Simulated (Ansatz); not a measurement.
A relaxed cell of Al₄CoNi₃ is given with its symmetry left out. The cell was found from a structure generator's guess, not taken from experiment.

Method: Ansatz, DFT PBE, scalar-relativistic, plane waves, PAW. Cutoff 420 eV, Γ-centred mesh, Gaussian smearing, collinear spin.

```
CELL_PARAMETERS angstrom
4.08313 0.00000 0.00000
0.00000 4.08313 0.00000
0.00000 0.00000 5.76708
ATOMIC_POSITIONS crystal
Al 0.00000 0.50000 0.74866
Al 0.00000 0.50000 0.25134
Al 0.50000 0.00000 0.74866
Al 0.50000 0.00000 0.25134
Co 0.50000 0.50000 0.50000
Ni 0.00000 0.00000 0.00000
Ni 0.00000 0.00000 0.50000
Ni 0.50000 0.50000 0.00000
```

Energies over the elements count from the elements' standard structures at the same level, with no fitted energy shifts.

Question: What space group does it have?

Answer: P4/mmm (No. 123). Conventional cell: a = 4.083 Å, c = 5.767 Å. Al is surrounded by 2 Co at 2.49 Å, 6 Ni at 2.49–2.50 Å and 6 Al at 2.87–2.90 Å; around Co lie 8 Al at 2.49 Å and 6 Ni at 2.88–2.89 Å; Ni on its first site is surrounded by 8 Al at 2.50 Å and 6 Ni at 2.88–2.89 Å; Ni on its second site is surrounded by 8 Al at 2.49 Å, 2 Ni at 2.88 Å and 4 Co at 2.89 Å; 1 more site not described.

Question: How far does it lie from the elements in energy?

Answer: −0.62 eV/atom. Whether it is stable depends on the other phases of the system, which aren't compared here.

Question: Is it a metal?

Answer: Yes, bands cross the Fermi level on the 10×10×8 mesh.

Question: Which magnetic moments does it keep?

Answer: 0.10 μB per atom net, the space between the atoms included; by site: Ni 0.1; Co 0.6 μB.

The last run used collinear spin, a 10×10×8 mesh (in the run's order of axes) for its 8-atom cell and Gaussian smearing of 0.10 eV. The magnetic state reached may not be the lowest. A later test with randomly moved atoms came back to the same energy, though modes that don't fit the test's cell weren't probed.
